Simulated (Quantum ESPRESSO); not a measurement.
Ir3In2TaMo2, finding a planted mistake in a log

A calculation, not a measurement. The program is pw.x of Quantum ESPRESSO 7.5 (plane-wave density functional theory). The cell is made up: eight metal atoms on a hexagonal close-packed lattice, with elements, volume, strain and displacements drawn at random and not relaxed, so it may be unstable or far from any real phase. PseudoDojo standard norm-conserving files set the functional (PBE unless stated); there is no spin polarisation or spin-orbit coupling, the Fermi-Dirac width of 0.25 eV means electrons at about 2900 K, and the masses in the input are unused placeholders. Heavy elements are run without spin-orbit coupling, which real alloys of them have. A spin test at this wide smearing found no moment, but such smearing suppresses magnetism that the real alloy may have.

Intended input:

```
&control calculation='scf', pseudo_dir='./dojo.nc.sr.pbe.v0_5.standard.upf', outdir='./o', disk_io='minimal', tprnfor=.true., tstress=.true. /
&system ibrav=0, nat=8, ntyp=4, nbnd=75, ecutwfc=79.96652505, nosym=.true., tot_charge=0,
 occupations='smearing', smearing='fd', degauss=0.0183746611
/
&electrons conv_thr=1.470e-08, electron_maxstep=70, mixing_beta=0.5 /
ATOMIC_SPECIES
In 1.0 In.upf
Ir 1.0 Ir.upf
Mo 1.0 Mo.upf
Ta 1.0 Ta.upf
CELL_PARAMETERS angstrom
-0.0214 4.977 0.096
2.7926 0.0788 4.7515
2.8755 -0.1036 -4.8019
ATOMIC_POSITIONS angstrom
Ir -0.1974 0.0743 -0.0532
Ir 3.023 -0.0581 0.081
Ir 2.9419 1.525 -2.2971
In 2.7943 1.7613 2.4372
Ta 1.4035 2.3763 0.0821
Mo 4.2358 2.5558 -0.0346
In 1.5383 4.1452 -2.3802
Mo 1.6505 4.1864 2.4415
K_POINTS automatic
5 5 5 1 1 1
```

The log is shortened where brackets say so; the opening notice, blank lines, dates and the lines on written files are dropped, and the path of the files is cut. It prints rydbergs, bohrs and kilobars, and counts compression as positive stress. Its total energy is the free energy E - TS of the whole cell.

Log of the intended run:

```
     Program PWSCF v.7.5
     Parallel version (MPI & OpenMP), running on       4 processor cores
     Number of MPI processes:                 4
     Threads/MPI process:                     1
     [start-up lines left out]
     bravais-lattice index     =            0
     lattice parameter (alat)  =       9.4070  a.u.
     unit-cell volume          =     908.9263 (a.u.)^3
     number of atoms/cell      =            8
     number of atomic types    =            4
     number of electrons       =       118.00
     number of Kohn-Sham states=           75
     kinetic-energy cutoff     =      79.9665  Ry
     charge density cutoff     =     319.8661  Ry
     scf convergence threshold =      1.5E-08
     mixing beta               =       0.5000
     number of iterations used =            8  plain     mixing
     Exchange-correlation= PBE
                           (   1   4   3   4   0   0   0)
     [axes and pseudopotential details left out]
   Cartesian axes
     site n.     atom                  positions (alat units)
         1        Ir     tau(   1) = (  -0.0396547   0.0149258  -0.0106871  )
         2        Ir     tau(   2) = (   0.6072754  -0.0116714   0.0162717  )
         3        Ir     tau(   3) = (   0.5909837   0.3063497  -0.4614530  )
         4        In     tau(   4) = (   0.5613330   0.3538188   0.4895970  )
         5        Ta     tau(   5) = (   0.2819421   0.4773631   0.0164927  )
         6        Mo     tau(   6) = (   0.8509088   0.5134220  -0.0069506  )
         7        In     tau(   7) = (   0.3090214   0.8327086  -0.4781465  )
         8        Mo     tau(   8) = (   0.3315607   0.8409851   0.4904608  )
     number of k points=    63  Fermi-Dirac smearing, width (Ry)=  0.0184
                       cart. coord. in units 2pi/alat
        k(    1) = (   0.1760861   0.1007843  -0.0003962), wk =   0.0320000
        k(    2) = (   0.3508332   0.1035176  -0.1031457), wk =   0.0320000
     [further k points left out]
     Dense  grid:    87865 G-vectors     FFT dimensions: (  54,  60,  64)
     Estimated max dynamical RAM per process >     371.13 MB
     Estimated total dynamical RAM >       1.39 GB
     Initial potential from superposition of free atoms
     starting charge     117.9880, renormalised to     118.0000
     Starting wfcs are   78 randomized atomic wfcs
     total cpu time spent up to now is        5.7 secs
     per-process dynamical memory:   302.2 Mb
     Self-consistent Calculation
     iteration #  1     ecut=    79.97 Ry     beta= 0.50
     Davidson diagonalization with overlap
     ethr =  1.00E-02,  avg # of iterations =  4.1
     total cpu time spent up to now is       20.6 secs
     total energy              =   -1367.13828564 Ry
     estimated scf accuracy    <       1.70042092 Ry
     iteration #  2     ecut=    79.97 Ry     beta= 0.50
     Davidson diagonalization with overlap
     ethr =  1.44E-03,  avg # of iterations =  2.9
     total cpu time spent up to now is       35.4 secs
     total energy              =   -1366.06369721 Ry
     estimated scf accuracy    <      21.73210005 Ry
     [iterations 3 to 13 left out]
     iteration # 14     ecut=    79.97 Ry     beta= 0.50
     Davidson diagonalization with overlap
     ethr =  4.90E-10,  avg # of iterations =  1.8
     total cpu time spent up to now is      195.6 secs
     total energy              =   -1368.02242091 Ry
     estimated scf accuracy    <       0.00000014 Ry
     iteration # 15     ecut=    79.97 Ry     beta= 0.50
     Davidson diagonalization with overlap
     ethr =  1.14E-10,  avg # of iterations =  1.1
     total cpu time spent up to now is      207.1 secs
     End of self-consistent calculation
     [lines on levels left out]
!    total energy              =   -1368.02242092 Ry
     estimated scf accuracy    <          6.1E-09 Ry
     smearing contrib. (-TS)   =      -0.10224141 Ry
     internal energy E=F+TS    =   -1367.92017951 Ry
     The total energy is F=E-TS. E is the sum of the following terms:
     one-electron contribution =    -258.73710249 Ry
     hartree contribution      =     209.83922878 Ry
     xc contribution           =    -282.35553467 Ry
     ewald contribution        =   -1036.66677113 Ry
     convergence has been achieved in  15 iterations
     Forces acting on atoms (cartesian axes, Ry/au):
     atom    1 type  2   force =     0.14758088   -0.00199123    0.01009877
     atom    2 type  2   force =    -0.13478489    0.01925138   -0.04414086
     atom    3 type  2   force =    -0.00934456    0.03887535   -0.01014754
     atom    4 type  1   force =     0.03586125   -0.04087576   -0.00481589
     atom    5 type  4   force =    -0.00851308    0.02384899    0.00305070
     atom    6 type  3   force =    -0.00088972   -0.03888366   -0.01363340
     atom    7 type  1   force =     0.08583369   -0.01023403    0.06292299
     atom    8 type  3   force =    -0.11574356    0.01000895   -0.00333476
     Total force =     0.272658     Total SCF correction =     0.000181
     Computing stress (Cartesian axis) and pressure
          total   stress  (Ry/bohr**3)                   (kbar)     P=       34.52
   0.00060373   0.00020249   0.00017144           88.81       29.79       25.22
   0.00020249   0.00023118  -0.00006776           29.79       34.01       -9.97
   0.00017144  -0.00006776  -0.00013090           25.22       -9.97      -19.26
     init_run     :      5.35s CPU      5.55s WALL (       1 calls)
     electrons    :    196.61s CPU    201.40s WALL (       1 calls)
     forces       :      2.41s CPU      2.43s WALL (       1 calls)
     stress       :      8.14s CPU      8.34s WALL (       1 calls)
     [timing details left out]
     PWSCF        :   3m32.65s CPU   3m37.93s WALL
     JOB DONE.
```

A second run was made from an input with one planted mistake. Its log:

```
     Program PWSCF v.7.5
     Parallel version (MPI & OpenMP), running on       4 processor cores
     Number of MPI processes:                 4
     Threads/MPI process:                     1
     [start-up lines left out]
     bravais-lattice index     =            0
     lattice parameter (alat)  =       9.4070  a.u.
     unit-cell volume          =     908.9263 (a.u.)^3
     number of atoms/cell      =            8
     number of atomic types    =            4
     number of electrons       =       118.00
     number of Kohn-Sham states=           75
     kinetic-energy cutoff     =      79.9665  Ry
     charge density cutoff     =     319.8661  Ry
     scf convergence threshold =      1.5E-08
     mixing beta               =       0.5000
     number of iterations used =            8  plain     mixing
     Exchange-correlation= SLA  PW   NOGX NOGC
                           (   1   4   0   0   0   0   0)
     [axes and pseudopotential details left out]
   Cartesian axes
     site n.     atom                  positions (alat units)
         1        Ir     tau(   1) = (  -0.0396547   0.0149258  -0.0106871  )
         2        Ir     tau(   2) = (   0.6072754  -0.0116714   0.0162717  )
         3        Ir     tau(   3) = (   0.5909837   0.3063497  -0.4614530  )
         4        In     tau(   4) = (   0.5613330   0.3538188   0.4895970  )
         5        Ta     tau(   5) = (   0.2819421   0.4773631   0.0164927  )
         6        Mo     tau(   6) = (   0.8509088   0.5134220  -0.0069506  )
         7        In     tau(   7) = (   0.3090214   0.8327086  -0.4781465  )
         8        Mo     tau(   8) = (   0.3315607   0.8409851   0.4904608  )
     number of k points=    63  Fermi-Dirac smearing, width (Ry)=  0.0184
                       cart. coord. in units 2pi/alat
        k(    1) = (   0.1760861   0.1007843  -0.0003962), wk =   0.0320000
        k(    2) = (   0.3508332   0.1035176  -0.1031457), wk =   0.0320000
     [further k points left out]
     Dense  grid:    87865 G-vectors     FFT dimensions: (  54,  60,  64)
     Estimated max dynamical RAM per process >     371.13 MB
     Estimated total dynamical RAM >       1.39 GB
     Initial potential from superposition of free atoms
     starting charge     117.9909, renormalised to     118.0000
     Starting wfcs are   78 randomized atomic wfcs
     total cpu time spent up to now is        6.0 secs
     per-process dynamical memory:   302.1 Mb
     Self-consistent Calculation
     iteration #  1     ecut=    79.97 Ry     beta= 0.50
     Davidson diagonalization with overlap
     ethr =  1.00E-02,  avg # of iterations =  4.1
     total cpu time spent up to now is       21.6 secs
     total energy              =   -1365.63248673 Ry
     estimated scf accuracy    <       1.70195596 Ry
     iteration #  2     ecut=    79.97 Ry     beta= 0.50
     Davidson diagonalization with overlap
     ethr =  1.44E-03,  avg # of iterations =  2.8
     total cpu time spent up to now is       38.1 secs
     total energy              =   -1364.54972165 Ry
     estimated scf accuracy    <      21.68148561 Ry
     [iterations 3 to 13 left out]
     iteration # 14     ecut=    79.97 Ry     beta= 0.50
     Davidson diagonalization with overlap
     ethr =  2.78E-10,  avg # of iterations =  2.0
     total cpu time spent up to now is      198.7 secs
     total energy              =   -1366.51129949 Ry
     estimated scf accuracy    <       0.00000014 Ry
     iteration # 15     ecut=    79.97 Ry     beta= 0.50
     Davidson diagonalization with overlap
     ethr =  1.20E-10,  avg # of iterations =  1.0
     total cpu time spent up to now is      210.2 secs
     End of self-consistent calculation
     [lines on levels left out]
!    total energy              =   -1366.51129950 Ry
     estimated scf accuracy    <          2.4E-09 Ry
     smearing contrib. (-TS)   =      -0.10297438 Ry
     internal energy E=F+TS    =   -1366.40832513 Ry
     The total energy is F=E-TS. E is the sum of the following terms:
     one-electron contribution =    -262.68404330 Ry
     hartree contribution      =     210.12117147 Ry
     xc contribution           =    -277.17868217 Ry
     ewald contribution        =   -1036.66677113 Ry
     convergence has been achieved in  15 iterations
     Forces acting on atoms (cartesian axes, Ry/au):
     atom    1 type  2   force =     0.12987226    0.00015299    0.00908583
     atom    2 type  2   force =    -0.11895824    0.01706491   -0.03948699
     atom    3 type  2   force =    -0.00518135    0.03560920   -0.00813529
     atom    4 type  1   force =     0.02850817   -0.03873639   -0.00258033
     atom    5 type  4   force =    -0.00794343    0.01791215    0.00490510
     atom    6 type  3   force =    -0.00098687   -0.03672121   -0.01698748
     atom    7 type  1   force =     0.08039602   -0.00612554    0.05352929
     atom    8 type  3   force =    -0.10570657    0.01084387   -0.00033014
     Total force =     0.243589     Total SCF correction =     0.000177
     Computing stress (Cartesian axis) and pressure
          total   stress  (Ry/bohr**3)                   (kbar)     P=      -91.21
  -0.00027570   0.00017468   0.00016643          -40.56       25.70       24.48
   0.00017468  -0.00061864  -0.00005576           25.70      -91.01       -8.20
   0.00016643  -0.00005576  -0.00096581           24.48       -8.20     -142.08
     init_run     :      5.48s CPU      5.69s WALL (       1 calls)
     electrons    :    199.63s CPU    204.29s WALL (       1 calls)
     forces       :      2.44s CPU      2.44s WALL (       1 calls)
     stress       :      8.61s CPU      8.62s WALL (       1 calls)
     [timing details left out]
     PWSCF        :   3m36.43s CPU   3m41.39s WALL
     JOB DONE.
```

Question: the log repeats what the program read. Compare it with the intended run: what was wrong in the second input?

Answer: the files are those of another functional. The input lines that differ:

```
- &control calculation='scf', pseudo_dir='./dojo.nc.sr.pbe.v0_5.standard.upf', outdir='./o', disk_io='minimal', tprnfor=.true., tstress=.true. /
+ &control calculation='scf', pseudo_dir='./dojo.nc.sr.lda.v0_4_1.standard.upf', outdir='./o', disk_io='minimal', tprnfor=.true., tstress=.true. /
```

|  | intended run | run with the mistake |
| --- | --- | --- |
| free energy (eV) | -18612.893 | -18592.333 |
| entropy term -TS, part of it (eV) | -1.391 | -1.401 |
| pressure (GPa) | 3.45 | -9.12 |
| size of the largest force component (eV/Å) | 3.794 | 3.339 |
| largest change of a force component (eV/Å) |  | 0.455 |
| iterations | 15 | 15 |

For scale, a rerun of the intended cell at a higher cutoff and on a denser mesh moved values by no more than 0.002 eV in energy, 0.03 GPa in stress and 0.011 eV/Å in force, and a second program with other atomic files agreed on that cell to 2 % rms in force and 0.5 GPa in pressure. Files of another functional or element have another zero of energy, so the energy change says nothing on stability.